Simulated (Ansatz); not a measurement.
Tl2SnCl6:
```cif
data_Cl24Sn4Tl8
_chemical_formula_sum 'Tl8 Sn4 Cl24'
_space_group_name_H-M_alt 'Fm-3m'
_space_group_IT_number 225
_space_group_name_Hall '-F 4 2 3'
_cell_length_a 9.92882
_cell_length_b 9.92882
_cell_length_c 9.92882
_cell_angle_alpha 90.000
_cell_angle_beta 90.000
_cell_angle_gamma 90.000
loop_
_atom_site_label
_atom_site_type_symbol
_atom_site_symmetry_multiplicity
_atom_site_Wyckoff_symbol
_atom_site_fract_x
_atom_site_fract_y
_atom_site_fract_z
_atom_site_occupancy
Tl1 Tl 8 c 0.25000 0.25000 0.25000 1
Sn1 Sn 4 a 0.00000 0.00000 0.00000 1
Cl1 Cl 24 e 0.00000 0.00000 0.24575 1
```
(The calculation used a cell of 9 atoms; values per cell refer to that cell.)

Relaxed with r²SCAN+D4. Independent-particle spectrum: no excitons, no local fields, no scissors shift; 0.1 eV broadening; ε₁ of the summed bands alone.

**Question.** Tabulate the dielectric function from the program Ansatz at the r²SCAN+D4 level (PAW).

**Answer.** 

| E (eV) | ε₁ xx | ε₂ xx |
|---|---|---|
| 0.0 | 3.96 | 0.00 |
| 0.5 | 3.98 | 0.00 |
| 1.0 | 4.02 | 0.00 |
| 1.5 | 4.09 | 0.00 |
| 2.0 | 4.21 | 0.00 |
| 2.5 | 4.38 | 0.00 |
| 3.0 | 4.65 | 0.00 |
| 3.5 | 5.24 | 0.04 |
| 4.0 | 5.56 | 0.72 |
| 4.5 | 5.15 | 0.95 |
| 5.0 | 6.18 | 0.86 |
| 5.5 | 8.82 | 1.66 |
| 6.0 | 5.92 | 5.74 |
| 6.5 | 5.72 | 6.75 |
| 7.0 | 1.04 | 8.39 |
| 7.5 | 0.12 | 4.17 |
| 8.0 | 0.68 | 3.12 |
| 8.5 | 1.16 | 3.80 |
| 9.0 | 0.39 | 3.03 |
| 9.5 | 0.51 | 2.37 |
| 10.0 | 1.21 | 2.80 |
| 10.5 | 1.42 | 2.97 |
| 11.0 | 0.63 | 2.44 |
| 11.5 | 0.69 | 2.33 |
| 12.0 | 0.19 | 3.29 |

**Question.** From ε at 3.9 eV (xx: 5.48 + 0.66i), find n, k, the normal reflectivity and the absorption coefficient.

**Answer.** n = 2.35, k = 0.141, R = 16 %, α = 2kE/ħc = 56000 cm⁻¹.

With all bands, ε∞ without local fields is 4.08.

The first step of the workflow began from a Materials Project structure, measured or hypothetical; the Crystallography Open Database files this formula in space group No. 225, but the cells were not matched. Whether it is the stable phase at ambient conditions was not checked. The cell was relaxed with r²SCAN+D4 under the symmetry of its start; its stability against distortions is not shown here. Spin–orbit coupling is left out wherever it is not named.

Potentials: the later of the program's two PAW sets.
